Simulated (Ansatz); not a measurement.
SrMgF4:
Space group Cmc2₁ (No. 36); a = 3.930 Å, b = 14.485 Å, c = 5.606 Å, α = 90.00°, β = 90.00°, γ = 90.00°

```json
[
 {"atom": "Sr", "site": "4a", "symmetry": "m..", "x": "0.0000", "y": "0.6598", "z": "0.0392"},
 {"atom": "Mg", "site": "4a", "symmetry": "m..", "x": "0.0000", "y": "0.0840", "z": "0.5948"},
 {"atom": "F", "site": "4a", "symmetry": "m..", "x": "0.0000", "y": "0.1614", "z": "0.3081"},
 {"atom": "F", "site": "4a", "symmetry": "m..", "x": "0.0000", "y": "0.0353", "z": "0.9338"},
 {"atom": "F", "site": "4a", "symmetry": "m..", "x": "0.0000", "y": "0.2021", "z": "0.7872"},
 {"atom": "F", "site": "4a", "symmetry": "m..", "x": "0.0000", "y": "0.4142", "z": "0.1197"}
]
```
(The calculation used a cell of 12 atoms; values per cell refer to that cell.)

Relaxed with PBEsol.

### Question
Give the optical modes at the zone centre with their infrared activity from DFPT, PBEsol in the plane-wave PAW code Ansatz.

### Answer
Transverse frequencies, without the LO–TO term; a row sums one degenerate level.

```
ω (cm⁻¹)  degeneracy  IR ((D/Å)²/amu)     activity  symmetry
--------  ----------  ---------------  -----------  --------
60                 1             3.18           IR        B2
88                 1             0.53           IR        A1
98                 1             0.00  IR-inactive        A2
118                1             1.37           IR        B2
123                1             2.62           IR        B1
127                1             1.58           IR        A1
166                1             0.95           IR        A1
173                1             1.29           IR        B2
176                1             0.00  IR-inactive        A2
185                1             4.43           IR        A1
189                1             0.01  IR-inactive        B2
196                1             0.00  IR-inactive        A2
216                1             0.02           IR        B2
218                1             2.84           IR        B1
218                1             0.04           IR        A1
226                1             0.00  IR-inactive        A2
254                1             0.40           IR        A1
272                1             0.53           IR        B1
279                1             9.93           IR        B1
288                1             1.47           IR        B2
290                1             0.00  IR-inactive        A2
307                1             1.11           IR        B2
308                1             0.11           IR        A1
332                1             6.83           IR        A1
339                1             1.38           IR        A1
362                1             5.26           IR        B2
394                1             2.56           IR        B2
433                1             0.14           IR        B2
456                1             5.42           IR        A1
479                1             1.63           IR        A1
499                1             4.75           IR        B2
504                1             0.00  IR-inactive        A2
506                1             7.88           IR        B1
```

### Question
How high does the top mode go among those that the LO–TO term moves?

### Answer
574 cm⁻¹ for q along x, 554 cm⁻¹ for q along y, 541 cm⁻¹ for q along z.

Space group Cmc2_1. The first step of the workflow began from a Materials Project structure, measured or hypothetical; the Crystallography Open Database files this formula in space group No. 36, but the cells were not matched. Whether it is the stable phase at ambient conditions was not checked. Symmetry was held in the PBEsol relaxation; its stability against distortions is not shown here.

Potentials: the earlier of the program's two PAW sets. The files were generated under PBE; for other functionals the program regenerates the frozen cores, and for LDA and PBEsol the local potential too.
